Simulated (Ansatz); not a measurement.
## P: strain energy, fitted

P, Cmce, a = 3.349 Å, b = 9.896 Å, c = 3.830 Å. Ansatz: PBEsol+D3(BJ), PAW, 420 eV, Γ-centred 10×4×10 mesh on 8 atoms, Gaussian smearing 0.10 eV; no spin polarisation. Series: biaxial strain in the a-b plane, c and atoms relaxed; x is the strain in per cent. y is the free energy over the unstrained cell, V0 = 15.866 Å³/atom.

| x (%) | y (meV/atom) |
| --- | --- |
| -6.0 | ? |
| -4.0 | 20.92 |
| -2.0 | 4.93 |
| 0.0 | 0.00 |
| 2.0 | 5.32 |
| 4.0 | 21.31 |
| 6.0 | 46.17 |

Fit y = c2 x² + c3 x³ to the other rows, turn c2 into a modulus, and predict the missing energy.

Least squares on the rows shown. y = 1.3028 x² − 0.0023612 x³. In eV per unit strain² c2 is 13.03; M is the biaxial modulus (E = M V0 ε²): 13.03 × 160.2 / (15.866) = 132 GPa. At x = -6.0 the fit asked for gives 47.41 meV/atom. The run gave 49.04 meV/atom, so the fit is 1.63 meV/atom too low, 3.3 % of the span of the series, against an rms of 0.33 meV/atom on the fitted rows. The row lies outside the fitted range. With a term in x⁴ added, a fit to the same known rows predicts 45.10 meV/atom, further off still.

Cost: 7 runs of about 13 core-minutes in all, on Arm Neoverse V2 (shared hosts).